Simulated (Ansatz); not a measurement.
An Ansatz (a program for electronic structure) run. Input:

Ansatz 0.2 input:
```yaml
crystal:
  lattice:
    - [0.0, 3.0423404435, 3.0423404435]
    - [3.0423404435, 0.0, 3.0423404435]
    - [3.0423404435, 3.0423404435, 0.0]
  atoms:
    - { symbol: Cd, position: [0.0, 0.0, 0.0] }
    - { symbol: Te, position: [0.5, 0.5, 0.5] }
kpoints:
  mp_grid: { grid: [24, 24, 24] }
hamiltonian:
  xc: r2scan
  pseudopotentials: { azcp: { folder: ./paw }, kind: paw }
scf:
  occupations: { method: fermi_dirac, width: 0.1 }
elastic: { mode: relaxed_ion, stencil: two_point, amplitude: 0.005, f_tol: 0.0005 }
```

Output (shortened):

```
Pseudopotential: Cd, paw, valence charge 20
Pseudopotential: Te, paw, valence charge 16
Functional definition: r2SCAN
Crystal: 2 atoms, lattice volume = 56.319 Å³
Basis set: ecut = 500 eV, 1459 PW (Γ), exchange–correlation on 128×128×128 points (64 copies of the dense FFT grid, shifted against one another)
Bands: 22, of which v1, the nominal top of the filled ones, is band 18 counted from 1 (17 counted from 0)
Symmetry: 48 space group operations
Space group: Fm-3m (ITA 225), of the structure as read, at distance tolerance 3.8e-5 Å
k-points: 413 of 13824
SCF 1 converged in 13 iterations: F = -15263.961071 eV  dr2 = 7.05e-15
Crystal: 2 atoms, lattice volume = 56.319 Å³
SCF 2 converged in 2 iterations: F = -15263.961071 eV  dr2 = 3.09e-15
Crystal: 2 atoms, lattice volume = 56.037 Å³
Basis set: ecut = 500 eV, 1427 PW (Γ), exchange–correlation on 128×128×128 points (64 copies of the dense FFT grid, shifted against one another)
Symmetry: 16 space group operations
k-points: 1063 of 13824
SCF 3 converged in 11 iterations: F = -15263.960643 eV  dr2 = 3.04e-14
Crystal: 2 atoms, lattice volume = 56.600 Å³
SCF 4 converged in 9 iterations: F = -15263.960696 eV  dr2 = 4.65e-14
Crystal: 2 atoms, lattice volume = 56.318 Å³
Basis set: ecut = 500 eV, 1439 PW (Γ), exchange–correlation on 128×128×128 points (64 copies of the dense FFT grid, shifted against one another)
Symmetry: 8 space group operations
k-points: 1963 of 13824
SCF 5 converged in 10 iterations: F = -15263.960981 eV  dr2 = 1.43e-14
Crystal: 2 atoms, lattice volume = 56.318 Å³
SCF 6 converged in 8 iterations: F = -15263.960981 eV  dr2 = 4.11e-14
SCF converged after 2 iterations
Free energy (F): -15263.961071 eV
Harris-Foulkes:  -15263.961071 eV  (|F-HF|=0.00e0)
Internal energy: -15263.939228 eV  (E = F + TS)
E sigma→0 (E₀):  -15263.950149 eV
Entropy (-TS):   -0.021843 eV (-10.921 meV/atom)
Fermi energy:    10.073440 eV
--- Per-component energies (eV) ---
  E_band       = -733.463117
  E_kinetic    = 612.556035
  E_local      = -4959.689814  (includes V_loc(G=0)·N_el)
  E_nonlocal   = 188.255742
  E_hartree    = 2359.867852
  E_xc         = -261.141923
  E_vxc        = -323.986884  (∫ρ·V_xc dr)
  E_paw        = -8819.373831  (= ΣΔE_a)
  E_vpaw       = -991.374577  (= ΣTr[D̂ρ^β])
  E_aug_tail   = 0.000036  (compensation charges beyond the density's cutoff)
  E_vtau       = 21.040641  (kinetic-family band-sum trace: ∫τ·v_τ [+ j·A + Jᵃ·Aᵃ] dr)
  E_ewald      = -4384.133434
  E_core_change = -0.279891  (= ΣΔE_core)
  E_smearing   = -0.021843  (= −TS)
  E_closure    = 0.000000  (closes the sum)
  Σ components = -15263.961071   (vs F -15263.961071, Δ=0.00e0)
--- Forces (eV/Å), atoms counted from 1 ---
  atom   1  Cd     0.00000000     0.00000000     0.00000000
  atom   2  Te     0.00000000     0.00000000     0.00000000
  max |Σ_I F_I| component: 0.0 eV/Å
--- Stress (GPa, compression-positive) ---
        0.009548       0.000000       0.000000
        0.000000       0.009548       0.000000
        0.000000       0.000000       0.009548
  P = ⅓ Tr σ = 0.0095 GPa (0.095 kbar)
--- Band table (eV; the first three rows and the last of 413) ---
  k-point 0: bands = ["-95.2134", "-55.3599", "-55.3599", "-55.3599", "-26.8787", "-26.8787", "-26.8691", "-26.8691", "-26.8691", "-1.9861", "1.3369", "1.3369", "1.3769", "1.3769", "1.3769", "9.5228", "9.5228", "9.5228", "11.0010", "17.6262", "17.6262", "17.6262"]
  k-point 1: bands = ["-95.2133", "-55.3599", "-55.3599", "-55.3599", "-26.8787", "-26.8787", "-26.8691", "-26.8690", "-26.8690", "-1.9713", "1.3345", "1.3345", "1.3764", "1.3779", "1.3779", "9.2825", "9.5286", "9.5286", "11.2287", "17.3942", "17.6102", "17.6102"]
  k-point 2: bands = ["-95.2133", "-55.3599", "-55.3599", "-55.3599", "-26.8787", "-26.8787", "-26.8690", "-26.8690", "-26.8690", "-1.9272", "1.3272", "1.3272", "1.3747", "1.3812", "1.3812", "8.7808", "9.5461", "9.5461", "11.6894", "16.9844", "17.4585", "17.4585"]
  k-point 412: bands = ["-95.2132", "-55.3601", "-55.3601", "-55.3600", "-26.8790", "-26.8779", "-26.8682", "-26.8682", "-26.8667", "-0.9850", "1.2604", "1.3875", "1.3875", "1.4977", "2.0916", "6.6407", "6.7055", "6.7055", "12.6662", "15.2981", "17.1681", "17.1681"]
--- Elastic constants: 2 strain directions × 2 members + reference (group order 48) ---
  dense FFT box of the reference and of every strained cell: 32×32×32
  strains applied: 11, 23; error gains: componentwise 1.00 (the most a stress slope's error grows in a printed constant), spectral 1.73 (1 for all six strains …
  C = ∂σ_k/∂η_j (tension-positive GPa; Voigt order 11 22 33 23 13 12):
        91.460     33.976     33.976      0.000      0.000      0.000
        33.976     91.460     33.976      0.000      0.000      0.000
        33.976     33.976     91.460      0.000      0.000      0.000
         0.000      0.000      0.000     20.692      0.000      0.000
         0.000      0.000      0.000      0.000     20.692      0.000
         0.000      0.000      0.000      0.000      0.000     20.692
  reference stress σ⁰ (GPa):     -0.010     -0.010     -0.010      0.000      0.000      0.000
  moduli (Voigt/Reuss/Hill, GPa): K = 53.14/53.14/53.14   G = 23.91/23.30/23.61   E = 61.69   ν = 0.307
  mechanically stable: yes (min eigenvalue of sym C = 20.69 GPa)
  strain η (Voigt 11):  stress-route row diagonal C_11 = 91.46 GPa, energy-path curvature d²(F+E_count+ΔE)/dδ²/Ω₀ = 91.42 GPa
         δ    σ_11 (GPa)             F (eV)   n_scf  n_hpsi   n_pw
    -5.000e-3      -0.4824      -15263.9606434      11  560091   1440   relax 0 steps, max|allowed force component| 0.0 eV/Å
     5.000e-3       0.4322      -15263.9606957       9  471696   1459   relax 0 steps, max|allowed force component| 0.0 eV/Å
  strain η (Voigt 23):  stress-route row diagonal C_44 = 20.69 GPa, energy-path curvature d²(F+E_count+ΔE)/dδ²/Ω₀ = 20.69 GPa
         δ    σ_23 (GPa)             F (eV)   n_scf  n_hpsi   n_pw
    -5.000e-3      -0.1035      -15263.9609810      10  986173   1446   relax 0 steps, max|allowed force component| 0.0 eV/Å
     5.000e-3       0.1035      -15263.9609810       8  806065   1446   relax 0 steps, max|allowed force component| 0.0 eV/Å
```

Cost: around 12 core-minutes (rough) on shared cores.

This is a known high-pressure phase of the composition, computed here at zero pressure and temperature. The r²SCAN relaxation kept the symmetry of its start; of distortions, only those at the zone centre were tested. As this level gives no gap, shear constants depend on the k-mesh and smearing (Fermi–Dirac, 0.1 eV here). Spin–orbit coupling is left out wherever it is not named.

Potentials: the earlier of the program's two PAW sets.

Ansatz is a plane-wave DFT program.
